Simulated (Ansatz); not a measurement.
**Ionic part of the dielectric constant of SiC, mode by mode**

All numbers below come from DFT PBE, scalar-relativistic, plane waves, PAW in Ansatz. Settings: 420 eV plane-wave cutoff, Γ-centred 10×10×10 mesh, fixed occupations. No spin polarisation. Phonons by linear response, acoustic sum rule imposed.

Space group F-43m (No. 216), cubic, a = 4.380 Å. Around Si lie 4 C at 1.90 Å; around C lie 4 Si at 1.90 Å.

It was relaxed at this level from a cell as deposited in COD.

The primitive cell has V = 21.00 Å³ and ε∞,zz = 7.002. Each polar mode adds Δε = (4.92064×10⁷/V)·S/ν² along z, with S its oscillator strength in e²/amu, ν in cm⁻¹ and V in Å³.

Question: From these modes, find each Δε and ε0,zz.
```json
{"ν (cm⁻¹)": "774.84", "S_zz (e²/amu)": "0.8677"}
```

Answer:
| ν (cm⁻¹) | Δε |
| --- | --- |
| 774.84 | 3.39 |

The sum is 3.39, so ε0,zz = 10.39; the run's tensor has 10.39.

Question: Where do the longitudinal modes lie for a wave vector along z?

Answer: At 943.76 cm⁻¹. The Lyddane–Sachs–Teller product Π(ν_LO/ν_TO)² = 1.48 agrees with ε0/ε∞ = 1.48.
